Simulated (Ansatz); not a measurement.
NaI:
```yaml
crystal:
  lattice:
    - [0.00000, 3.20159, 3.20159]
    - [3.20159, 0.00000, 3.20159]
    - [3.20159, 3.20159, 0.00000]
  atoms:
    - { symbol: Na, position: [0.00000, 0.00000, 0.00000] }
    - { symbol: I, position: [0.50000, 0.50000, 0.50000] }
```

Cartesian axes are those of the cell as given.

Q: Give the high-frequency dielectric tensor and the Born effective charge tensors of the independent atoms from DFPT, PBEsol (plane waves, PAW; program Ansatz).

A: 
ε∞:
```
3.48  0.00  0.00
0.00  3.48  0.00
0.00  0.00  3.48
```
Z* of atom 1 (Na), rows: field, columns: displacement, in e:
```
1.18  0.00  0.00
0.00  1.18  0.00
0.00  0.00  1.18
```
Z* of atom 2 (I), rows: field, columns: displacement, in e:
```
-1.18   0.00   0.00
 0.00  -1.18   0.00
 0.00   0.00  -1.18
```

Space group Fm-3m (rock salt). Symmetry was held in the PBEsol relaxation. Scalar-relativistic: spin–orbit coupling is off unless named, which matters more the heavier the elements.

Potentials: the later of the program's two PAW sets.
